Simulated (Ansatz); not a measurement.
Name crystals whose computed values (DFT-HSE06 in the program Ansatz with PAW potentials) fall in these windows: B₀ by P(V) fit (GPa) 60 to 70; gap (eV) 1.2 to 1.5.



```json
[
 {"crystal": "GaCuSe2, chalcopyrite", "B₀ by P(V) fit (GPa)": "65.1", "gap (eV)": "1.36"},
 {"crystal": "InP, zinc blende", "B₀ by P(V) fit (GPa)": "69.4", "gap (eV)": "1.38"}
]
```
Others may fit too.

All cells were relaxed under the symmetry of their starts (and spin orders); stability against distortions was not tested throughout. Rows with no word on spin ran without spin polarisation. Scalar-relativistic: spin–orbit coupling is off unless named, which matters more the heavier the elements.

Potentials: the later of the program's two PAW sets.
